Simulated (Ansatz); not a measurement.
# SnSe: checking a database structure before trusting its electric field gradients

The cell is a computed structure from the Materials Project (it need not be an observed phase), atoms as given.

Space group Pnma (No. 62); a = 11.6645, b = 4.1263, c = 4.7009 Å.

| site | Wyckoff | site symmetry | x | y | z |
| --- | --- | --- | --- | --- | --- |
| Sn | 4c | .m. | 0.6188 | 0.7500 | 0.3766 |
| Se | 4c | .m. | 0.1486 | 0.2500 | 0.5092 |

One atom of each set is listed.

The numbers come from a DFT calculation in Ansatz (PBE, plane waves and PAW, scalar-relativistic, 420 eV cutoff, Γ-centred 3×8×7 k-points, Fermi–Dirac smearing 0.01 eV).

Q: Do the atoms and the cell lie near the calculated equilibrium?

A: Nearly. The largest force is 0.21 eV/Å, on atom 6 (Se: 3 Sn at 2.77 Å), and the pressure is 1.1 GPa. Relaxing the atoms is still advisable, since electric field gradients respond to shifts of a few hundredths of an ångström.
